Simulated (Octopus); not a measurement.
Ag (Fm-3m, No. 225):
```xyz
1
Lattice="0.0000 2.0522 2.0522 2.0522 0.0000 2.0522 2.0522 2.0522 0.0000" Properties=species:S:1:pos:R:3 pbc="T T T"
Ag     0.0000     0.0000     0.0000
```
The cell is a database entry, not relaxed again.

Level: LDA. Code: Octopus 16.4. Numerical set-up: grid spacing about 0.15 Å, Γ-centred 12×12×12 k-mesh, Fermi-Dirac smearing of 0.1 eV, no spin polarisation; PseudoDojo 0.4 LDA potentials. Spin-orbit coupling is left out.

Task: What band gap does LDA give on the standard high-symmetry path?

Result: none: the cell holds an odd number of electrons, so a band is partly filled.
